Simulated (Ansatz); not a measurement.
C₈H₄N₆PtZn:
```
CELL_PARAMETERS angstrom
      7.18503     0.00000     0.00000
      0.00000     7.41135     0.00000
      0.00000     0.00000     7.47095
ATOMIC_POSITIONS crystal
  Zn 0.00000 0.00000 0.00000
  Pt 0.00000 0.50000 0.50000
  N  0.00000 0.80040 0.79720
  C  0.00000 0.68866 0.68734
  N  0.00000 0.19960 0.79720
  C  0.00000 0.31134 0.68734
  N  0.00000 0.80040 0.20280
  C  0.00000 0.68866 0.31266
  N  0.00000 0.19960 0.20280
  C  0.00000 0.31134 0.31266
  N  0.30738 0.00000 0.00000
  N  0.69262 0.00000 0.00000
  C  0.40312 0.00000 0.84639
  H  0.32205 0.00000 0.72307
  C  0.40312 0.00000 0.15361
  H  0.32205 0.00000 0.27693
  C  0.59688 0.00000 0.84639
  H  0.67795 0.00000 0.72307
  C  0.59688 0.00000 0.15361
  H  0.67795 0.00000 0.27693
```

Relaxed with PBE+D3(BJ). Special points in fractions of this cell's reciprocal vectors: Γ (0.000, 0.000, 0.000); X (0.500, 0.000, 0.000); S (0.500, 0.500, 0.000); Y (0.000, 0.500, 0.000); Z (0.000, 0.000, 0.500); U (0.500, 0.000, 0.500); R (0.500, 0.500, 0.500); T (0.000, 0.500, 0.500).

List the band energies nearest the valence-band maximum at these points for plane-wave PAW PBE+D3(BJ) (Ansatz code).

In eV from the valence-band maximum; about four levels below and three above (degenerate sets whole), none deeper than 8.9 eV; points with the same levels are listed once.

```json
[
 {"k": "Γ", "below": "-0.29 -0.27 -0.14 0.00", "above": "2.99 4.09 4.21"},
 {"k": "X", "below": "-0.66 -0.29 -0.28 -0.06", "above": "3.00 4.00 4.04"},
 {"k": "S", "below": "-0.45 -0.34 -0.24 -0.06", "above": "2.93 4.05 4.34"},
 {"k": "Y", "below": "-0.32 -0.30 -0.07 0.00", "above": "2.98 4.11 4.39"},
 {"k": "Z", "below": "-0.32 -0.30 -0.07 -0.01", "above": "3.03 4.10 4.33"},
 {"k": "U", "below": "-0.48 -0.47 -0.34 -0.24 -0.06", "above": "3.03 4.03 4.17"},
 {"k": "R", "below": "-0.29 -0.28 -0.21 -0.02", "above": "3.03 4.02 4.29"},
 {"k": "T", "below": "-0.26 -0.21 -0.06 -0.02", "above": "3.02 4.01 4.54"}
]
```

Space group Pmmm. The cell is a constructed one: a structure type filled with these elements; neither database checked (COD, Materials Project) lists it. Whether it is the stable phase at ambient conditions was not checked. Symmetry was held in the PBE+D3(BJ) relaxation; its stability against distortions is not shown here. No spin polarisation was allowed. Scalar-relativistic: spin–orbit coupling is off unless named, which matters more the heavier the elements.

Potentials: the later of the program's two PAW sets.
